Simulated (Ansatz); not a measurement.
## BN with oxygen replacing N: which input changes reach the field gradients?

Cell: a supercell of BN (space group P6_3/mmc) built from a COD entry (the entry's cell lengths or inner coordinates differ somewhat from later room-temperature determinations), with all atoms left at the host's positions.

Space group P-6m2 (No. 187); a = 7.4947, c = 6.6357 Å, γ = 120.00°.

```
site  Wyckoff  site symmetry       x       y       z
  B1       1a           -6m2  0.0000  0.0000  0.0000
  B2       6l            m..  0.0000  0.3333  0.0000
  B6       1c           -6m2  0.3333  0.6667  0.0000
  B8       1e           -6m2  0.6667  0.3333  0.0000
 B10       3k            mm2  0.1111  0.8889  0.5000
 B12       3k            mm2  0.1111  0.5556  0.5000
 B14       3k            mm2  0.4444  0.2222  0.5000
   O       1b           -6m2  0.0000  0.0000  0.5000
 N20       6m            m..  0.0000  0.3333  0.5000
 N24       1d           -6m2  0.3333  0.6667  0.5000
 N26       1f           -6m2  0.6667  0.3333  0.5000
 N28       3j            mm2  0.1111  0.8889  0.0000
 N30       3j            mm2  0.1111  0.5556  0.0000
 N32       3j            mm2  0.4444  0.2222  0.0000
```

One atom of each set is listed.

Reference run. All values are calculated (Ansatz; DFT, PBE, plane waves and PAW, scalar-relativistic, collinear spin, 420 eV cutoff, Γ-centred 3×3×3 k-points, Fermi–Dirac smearing 0.01 eV), not measured. Start moments as typed (μB): 1 on each O, none on the rest.

It gives V_zz (10²¹ V/m²) O -8.18 (η 0.00), B8 2.74 (η 0.00), N20 0.88 (η 0.18), among others. Each of these runs changes the input as listed (caps on SCF iterations aside):

A. scf.mixing.algorithm: not typed → broyden; scf.mixing.beta: not typed → 0.2; scf.mixing.ndim: not typed → 2
B. kpoints.mp_grid.grid: [3, 3, 3] → [1, 1, 1]

Problem. How does each run end, and how far do the gradients move?

Solution. 

```json
{"run": "A", "O V_zz (η)": "-8.18 (0.00)", "B8 V_zz (η)": "2.74 (0.00)", "N20 V_zz (η)": "0.88 (0.18)", "largest change of a gradient tensor, all atoms": "0.00", "note": "converged"}
{"run": "B", "O V_zz (η)": "-7.61 (0.00)", "B8 V_zz (η)": "2.99 (0.00)", "N20 V_zz (η)": "0.81 (0.29)", "largest change of a gradient tensor, all atoms": "0.58", "note": "converged; mesh coarser than the reference's; absolute moment 0.7 → 1.4 μB"}
```

Run B moves them most, on O (V_zz from -8.18 to -7.61); against its own size the tensor moves most on N20 among sites above 0.3 (by 0.24, V_zz from 0.88 to 0.81). Run B holds the Γ point alone as its k-mesh, so its numbers aren't properties of the crystal.

On the reference run: The defect repeats with the cell of 36 atoms, so it feels its images: sites between two images don't show the values beside a lone defect, and zeros or small values of η there can come from the images' arrangement. B and N carry a gradient in the pure host already, so the values there aren't the defect's effect alone. The defect cell has no gap above 0.1 eV on its mesh, so the values can hang on the smearing and the k-mesh. The run lost most of its start moments on O; a state with other moments may lie lower. The neighbours have not yet relaxed around the defect (largest force 2.3 eV/Å), so a real crystal will differ.
